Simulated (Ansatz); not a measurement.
A free-standing Janus 1T monolayer of OsFI at its r2SCAN geometry, run in Ansatz 0.2.0 at 4 levels of theory. The cell comes from a prototype generator: it can be a known phase or a hypothetical one. No magnetic order is allowed.

The LDA input:
```yaml
crystal:
  lattice:
    - [3.7703224017, 0.0, 0.0]
    - [-1.8851612008, 3.2651949803, 0.0]
    - [0.0, 0.0, 29.5274035552]
  atoms:
    - { symbol: Os, position: [0.0, 0.0, 0.3078526455] }
    - { symbol: F, position: [0.3333333333, 0.6666666667, 0.3413672346] }
    - { symbol: I, position: [0.6666666667, 0.3333333333, 0.2651849354] }
  periodic: [true, true, false]
kpoints:
  mp_grid: { grid: [12, 12, 1] }
  band_path:
    path:
      - [0.0, 0.0, 0.0]
      - [0.5, 0.0, 0.0]
      - [0.3333333333, 0.3333333333, 0.0]
      - [-0.083333, 0.166667, 0.0]
      - [0.25, 0.25, 0.0]
    npoints: 1
hamiltonian:
  xc: lda
scf:
  occupations: { method: fixed }
  n_extra_bands: 4
output:
  forces: true
  stress: true
  eigenvalues: true
```

Main results, then, where recorded, the levels near the gap in eV from the Fermi energy (columns number the bands from 0), one row a point of the path (Γ, M, K, K–Γ (0.75), K–Γ (0.25)):
```
Crystal: 3 atoms, lattice volume = 363.507 Å³
Symmetry: 6 space group operations
Space group: P3m1 (ITA 156)
```
```
Basis set: ecut = 420 eV, 7155 PW (Γ)
k-points: 19 of 144 (time reversal used)
SCF 1 converged in 9 iterations: F = -19264.605964 eV  dr2 = 8.37e-8
Free energy (F): -19264.605964 eV
Fermi energy:    -5.260427 eV
--- Forces (eV/Å), atoms counted from 1 ---
  atom   1  Os      0.00000      0.00000    -0.43927
  atom   2  F       0.00000      0.00000    -0.33906
  atom   3  I       0.00000      0.00000      0.77999
--- 2D stress c σ (N/m, compression-positive) ---
       -2.759812       0.000000       0.000000
        0.000000      -2.759812       0.000000
        0.000000       0.000000       0.000000
  P = ½ c Tr σ = -2.7598 N/m
```
```tsv
band_15	band_16	band_17	band_18	band_19	band_20	band_21	band_22
-3.162	-3.162	-0.945	-0.945	-0.060	2.565	2.840	2.840
-4.286	-3.636	-0.821	-0.229	-0.190	1.418	2.376	3.450
-4.133	-4.046	-0.480	-0.321	-0.306	1.287	2.393	4.415
-3.521	-3.234	-0.785	-0.754	0.000	2.088	2.551	3.112
-4.247	-3.544	-0.525	-0.374	-0.169	1.294	2.085	4.451
```

LDA gives an indirect gap of 1.29 eV, from K–Γ (0.75 of the way from K) to K; the least direct gap is 1.46 eV at K–Γ (0.25 of the way from K).

PBE+SOC. Against the first input these blocks differ (the band path and keys that only write files left aside):
```yaml
hamiltonian:
  xc: pbe
scf:
  occupations: { method: fixed }
  n_extra_bands: 8
magnetization:
  noncollinear: true
  spin_orbit: true
```

```
Basis set: ecut = 420 eV, 7155 PW (Γ)
k-points: 19 of 144 (time reversal used)
SCF 1 converged in 10 iterations: F = -19734.930998 eV  dr2 = 3.69e-8
Free energy (F): -19734.930998 eV
Fermi energy:    -4.802789 eV
--- Forces (eV/Å), atoms counted from 1 ---
  atom   1  Os      0.00000      0.00000      0.16502
  atom   2  F       0.00000      0.00000      0.19449
  atom   3  I       0.00000      0.00000    -0.35949
--- 2D stress c σ (N/m, compression-positive) ---
        1.807960       0.000000       0.000000
        0.000000       1.807960       0.000000
        0.000000       0.000000       0.000000
  P = ½ c Tr σ = 1.8080 N/m
```
```tsv
band_30	band_31	band_32	band_33	band_34	band_35	band_36	band_37	band_38	band_39	band_40	band_41	band_42	band_43	band_44	band_45
-3.412	-3.412	-3.129	-3.129	-1.296	-1.296	-1.132	-1.132	-0.147	-0.147	2.417	2.417	2.724	2.724	2.782	2.782
-4.417	-4.417	-3.749	-3.749	-1.142	-1.142	-0.649	-0.649	-0.176	-0.176	1.406	1.406	2.307	2.307	3.377	3.377
-4.370	-4.245	-4.209	-4.127	-1.007	-1.006	-0.792	-0.413	-0.246	-0.144	1.124	1.299	2.258	2.486	4.306	4.340
-3.783	-3.599	-3.401	-3.289	-1.224	-1.147	-0.949	-0.907	-0.156	-0.003	1.877	2.139	2.399	2.547	2.905	2.977
-4.479	-4.364	-3.792	-3.623	-1.036	-1.017	-0.632	-0.522	-0.309	-0.060	1.128	1.360	1.955	2.166	4.332	4.381
```

PBE+SOC gives an indirect gap of 1.12 eV, from Γ–M (0.33 of the way from Γ) to k = (1/4, 1/3, 0); the least direct gap is 1.19 eV at K–Γ (0.25 of the way from K). The mean in-plane stress at these positions is +1.81 N/m, compression counted positive.

r2SCAN. Against the first input these blocks differ (the band path and keys that only write files left aside):
```yaml
hamiltonian:
  xc: r2scan
```

```
Basis set: ecut = 500 eV, 9143 PW (Γ)
k-points: 19 of 144 (time reversal used)
SCF 1 converged in 9 iterations: F = -19732.435416 eV  dr2 = 1.20e-8
Free energy (F): -19732.435416 eV
Fermi energy:    -5.271383 eV
--- Forces (eV/Å), atoms counted from 1 ---
  atom   1  Os      0.00000      0.00000    -0.00218
  atom   2  F       0.00000      0.00000      0.00070
  atom   3  I       0.00000      0.00000      0.00151
--- 2D stress c σ (N/m, compression-positive) ---
       -0.009777       0.000000       0.000000
        0.000000      -0.009777       0.000000
        0.000000       0.000000       0.000000
  P = ½ c Tr σ = -0.0098 N/m
```
```tsv
band_15	band_16	band_17	band_18	band_19	band_20	band_21	band_22
-3.202	-3.202	-0.945	-0.945	-0.040	3.270	3.284	3.284
-4.364	-3.716	-0.795	-0.266	-0.222	1.950	2.855	4.047
-4.203	-4.093	-0.527	-0.336	-0.234	1.687	2.948	5.044
-3.563	-3.324	-0.786	-0.761	0.000	2.570	3.033	3.780
-4.309	-3.620	-0.547	-0.391	-0.161	1.768	2.605	5.102
```

With r2SCAN the valence top lies at K–Γ (0.75 of the way from K) and the conduction bottom at K, 1.69 eV higher; the smallest vertical gap, at k = (1/4, 1/3, 0), is 1.92 eV. The mean stress is close to zero (-0.01 N/m).

PBE0. Against the first input these blocks differ (the band path and keys that only write files left aside):
```yaml
kpoints:
  mp_grid: { grid: [6, 6, 1] }
hamiltonian:
  xc: pbe0
```

```
Basis set: ecut = 420 eV, 7155 PW (Γ)
k-points: 7 of 36 (time reversal used)
SCF 1 stopped early in 6 iterations: F = -19702.616332 eV  dr2 = 2.86e-5
SCF 2 stopped early in 7 iterations: F = -19705.253038 eV  dr2 = 1.53e-5
hybrid outer 1: dexx = +1.229e-1 eV, tail = 3.27e-4 eV
SCF 3 converged in 7 iterations: F = -19705.254102 eV  dr2 = 5.58e-10
hybrid outer 2: dexx = +7.116e-6 eV, tail = 1.88e-7 eV, Δε = 6.84e-3 eV, ΔF = 2.08e-2 eV/Å
SCF 4 converged in 5 iterations: F = -19705.254104 eV  dr2 = 8.41e-11
hybrid outer 3: dexx = +2.484e-8 eV, tail = 4.25e-10 eV, Δε = 1.76e-4 eV, ΔF = 5.45e-4 eV/Å
Free energy (F): -19705.254104 eV
Fermi energy:    -6.299166 eV
--- Forces (eV/Å), atoms counted from 1 ---
  atom   1  Os      0.00000      0.00000      0.35504
  atom   2  F       0.00000      0.00000    -0.15179
  atom   3  I       0.00000      0.00000    -0.20322
--- 2D stress c σ (N/m, compression-positive) ---
       -0.265447       0.000000       0.000000
        0.000000      -0.265447       0.000000
        0.000000       0.000000       0.000000
  P = ½ c Tr σ = -0.2654 N/m
```
```tsv
band_15	band_16	band_17	band_18	band_19	band_20	band_21	band_22
-3.181	-3.181	-1.020	-1.020	-0.027	4.530	5.132	5.132
-4.311	-3.799	-0.833	-0.345	-0.307	3.729	4.712	5.649
-4.544	-4.044	-0.666	-0.387	-0.183	3.327	4.839	6.735
-3.588	-3.432	-0.866	-0.825	0.006	4.287	4.768	5.087
-4.607	-3.669	-0.654	-0.460	-0.160	3.476	4.391	6.784
```

With PBE0 the valence top lies at K–Γ (0.75 of the way from K) and the conduction bottom at K, 3.32 eV higher; the smallest vertical gap, at K, is 3.51 eV. The mean stress, -0.3 N/m, is small, and the program warns that its thresholds are loose for a hybrid's stress.

Small level splittings and stresses of the hybrids carry the error of their coarser meshes.

Totals of different functionals, or with and without spin-orbit coupling, can't be compared.

Only the levels marked +SOC include spin-orbit coupling.

For some runs the program warns that the potential is rough where the density is thin, which bears on empty states near the vacuum.
